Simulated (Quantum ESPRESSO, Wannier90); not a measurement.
Wannier functions of MoS2 (R3m)

```yaml
crystal:
  lattice:
    - [-1.59215, 2.75768, 0.00000]
    - [-3.18430, 0.00000, 0.00000]
    - [-1.59215, 0.91923, 6.48210]
  atoms:
    - { symbol: Mo, position: [0.00022, 0.00022, 0.99934] }
    - { symbol: S, position: [0.58706, 0.58706, 0.23881] }
    - { symbol: S, position: [0.74670, 0.74670, 0.75991] }
```

Cell from Materials Project (mp-1434), symmetrised, no further relaxation. COD (Crystallography Open Database) has the formula in 3 space groups, this one among them (matched by group alone). Level: PBEsol, no spin polarisation, no spin-orbit coupling; pw.x of Quantum ESPRESSO at 64 Ry with PseudoDojo potentials, 6×6×6 k-points, Wannier90. Density: 12×12×12 mesh, cold smearing 0.01 Ry. The cell is built of weakly bound layers, chains or molecules, whose nearest atoms lie 3.85 Å apart. Database cells relaxed without dispersion often hold them too far apart, which can enlarge gaps and weakens couplings between them; spacing and stacking were not compared with the measured crystal.

The lattice is scaled uniformly with fixed fractional positions (axis ratios and free coordinates are held, so this isn't the response to pressure), and at each scale an atom-like model (Mo d, S p; disentangled, num_iter = 0) is made. Listed is the largest hopping of each kind of orbital pair shown, with the distance of the two functions' centres at scale 1; the mesh was not varied.

```csv
scale,gap (eV),"modulus of t, Mo1 dyz–S3 py at 2.35 Å (eV)","modulus of t, S3 pz–S2 pz at 3.28 Å (eV)","modulus of t, Mo1 dx2-y2–Mo1 dx2-y2 at 3.18 Å (eV)"
0.980,1.101,1.713,1.108,0.663
0.990,1.087,1.657,1.096,0.630
1.000,1.067,1.603,1.082,0.598
1.010,1.047,1.550,1.068,0.568
1.020,1.026,1.498,1.047,0.539
```

### Question
With |t| ∝ d^(−η), find η for each hopping from the ends of the series, and the volume deformation potential of the gap at scale 1.

### Answer
- Mo1 dyz–S3 py at 2.35 Å: η = −ln(1.498/1.713)/ln(1.020/0.980) = 3.4
- S3 pz–S2 pz at 3.28 Å: η = −ln(1.047/1.108)/ln(1.020/0.980) = 1.4
- Mo1 dx2-y2–Mo1 dx2-y2 at 3.18 Å: η = −ln(0.539/0.663)/ln(1.020/0.980) = 5.2
Harrison's rules would take η = 3.5, 2.0, 5.0 for these pairs; they describe atomic orbitals, while these are orthogonalised and change shape with the volume.
Volume deformation potential of the gap: dE_g/d ln V = (1.047 − 1.087)/(3 ln(1.010/0.990)) = -0.7 eV.
